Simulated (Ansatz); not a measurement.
The cell is an ordered 8-atom cell of Ga4Sb3N on the wurtzite lattice (P3m1); cell and atoms were relaxed with r2SCAN. It is trigonal, P3m1 (No. 156); conventional cell a = 4.097 Å, c = 13.436 Å, 24.41 Å³ an atom. Around N lie 4 Ga at 1.92–2.40 Å; around Sb lie 4 Ga at 2.58–2.65 Å; around Sb lie 4 Ga at 2.62 Å; around Sb lie 4 Ga at 2.57–2.68 Å; around Ga lie 1 N at 1.92 Å and 3 Sb at 2.62 Å; around Ga lie 4 Sb at 2.57–2.65 Å; around Ga lie 4 Sb at 2.58–2.62 Å; around Ga lie 3 N at 2.40 Å and 1 Sb at 2.68 Å.

```xyz
8
Lattice="4.0969 0.0000 0.0000 -2.0485 3.5480 0.0000 0.0000 0.0000 13.4365" Properties=species:S:1:pos:R:3 pbc="T T T"
N     2.0485    1.1827   -0.0480
Sb    2.0485    1.1827    6.7008
Sb    0.0000    2.3654   10.3446
Sb    0.0000    2.3654    3.0546
Ga    2.0485    1.1827   11.4681
Ga    2.0485    1.1827    4.0519
Ga    0.0000    2.3654    7.7227
Ga    0.0000    2.3654    0.3738
```

The questions ask for values computed with Ansatz on this geometry. Simulation only: non-magnetic, and no claim that this is the phase found in nature.

(1) What gap does PBE give, and where are the band edges?

(2) What does PBE+SOC give for the gap (12×12×2 mesh)?

(3) How does the gap change from PBE to r2SCAN (12×12×2)?

(4) What do these levels agree on?

Answers

(1) With PBE the bands overlap by 0.59 eV (counted from 1, band 51 peaks at Γ and band 52 bottoms out at K–Γ (0.70 of the way from K)): no gap.

(2) PBE+SOC gives no gap: the lowest nominally empty band dips 0.37 eV below the top of the last filled one (its bottom at K–Γ (0.70 of the way from K), the top at Γ), so the cell is a metal or semimetal at this level.

(3) r2SCAN gives no gap: the lowest nominally empty band dips 0.61 eV below the top of the last filled one (its bottom at K–Γ (0.70 of the way from K), the top at Γ), so the cell is a metal or semimetal at this level.

(4) No level opens a gap, but no hybrid is among them, and semilocal functionals can close a real gap.

Only the levels marked +SOC include spin-orbit coupling.

Where an edge lies off the special points, it is a point of the mesh or the k point where a search put PBE's edge or least direct gap, reused for the other functionals, whose own edges may lie a little apart; PBE's own value is read along its path and can be a few hundredths of an eV high.
